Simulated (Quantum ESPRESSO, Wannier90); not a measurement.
## Au (bcc (W type), model phase): Wannier90 run

```yaml
crystal:
  lattice:
    - [-1.65727, 1.65727, 1.65727]
    - [1.65727, -1.65727, 1.65727]
    - [1.65727, 1.65727, -1.65727]
  atoms:
    - { symbol: Au, position: [0.00000, 0.00000, 0.00000] }
```

Cell from Materials Project (mp-2647062), symmetrised, no further relaxation. This isn't the element's usual structure (fcc); take it as a model of another phase. Computed values, not measurements, from PBEsol: Quantum ESPRESSO (norm-conserving PseudoDojo potentials, cutoff 61 Ry, spinors with spin-orbit coupling) on a Γ-centred 10×10×10 mesh, then Wannier90. Density: 18×18×18 mesh, cold smearing 0.01 Ry.

Valence charges of the files: Au 19. 42 bands were computed.

Isolated groups of bands, relative to the Fermi level (bands from 9 on overlap up to the last one computed):

```json
[
 {"bands": "1–2", "from (eV)": "-105.25", "to (eV)": "-105.23", "filling": "filled", "weight on atomic waves": "Au 5s 99 %"},
 {"bands": "3–4", "from (eV)": "-68.96", "to (eV)": "-68.90", "filling": "filled", "weight on atomic waves": "Au 5p 100 %"},
 {"bands": "5–8", "from (eV)": "-52.41", "to (eV)": "-52.23", "filling": "filled", "weight on atomic waves": "Au 5p 100 %"}
]
```

Wanted is a model with the orbitals Au s p d, without the filled groups that are mainly made of other shells (semicore states, and anion s where it isn't named); all higher bands stay in for disentanglement.

### Question
Give num_wann, exclude_bands and num_bands, and the number of electrons that the model holds.

### Answer
Electrons: 1×19 = 19, or 19.0 bands' worth; no gap over 0.05 eV opens at the Fermi level at this level of theory.
num_wann = 2 × (1×9) = 18.
exclude_bands = 1-8, 8 bands, so num_bands = 42 − 8 = 34.
The model holds 19 − 1×8 = 11 electrons. With the window frozen to 1.50 eV it follows pw.x to 1.8 meV rms (states up to 1.0 eV relative to the Fermi level).
